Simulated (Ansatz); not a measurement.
Relaxed-ion elastic tensor of ZnSnN₂ in space group R-3m (No. 166; Sn on 3a, Zn on 3b, N on 6c) in GPa (Voigt order), r²SCAN+D4 (plane waves, PAW; program Ansatz); density 7.95 g/cm³, 11.08 Å³ per atom.

```
  401    127   86.3  -56.8    0.0    0.0
  127    401   86.3   56.8    0.0    0.0
 86.3   86.3    362    0.0    0.0    0.0
-56.8   56.8    0.0   31.6    0.0    0.0
  0.0    0.0    0.0    0.0   31.6  -56.8
  0.0    0.0    0.0    0.0  -56.8    137
```

Q: Is the crystal mechanically stable?

A: Yes: the smallest eigenvalue of C is 6.8 GPa.

Q: Work out the Voigt and Reuss bounds. Is their mean of use?

A: K_V = 196, K_R = 194; G_V = 97.6, G_R = 15.9 GPa. The bounds lie so far apart that a Hill average or a Debye temperature from it would say little.

The cell is a constructed one: a structure type filled with these elements; neither database checked (COD, Materials Project) lists it. Whether it is the stable phase at ambient conditions was not checked. Symmetry was held in the r²SCAN+D4 relaxation; its stability against distortions is not shown here. Spin–orbit coupling is left out wherever it is not named.

Potentials: the later of the program's two PAW sets.
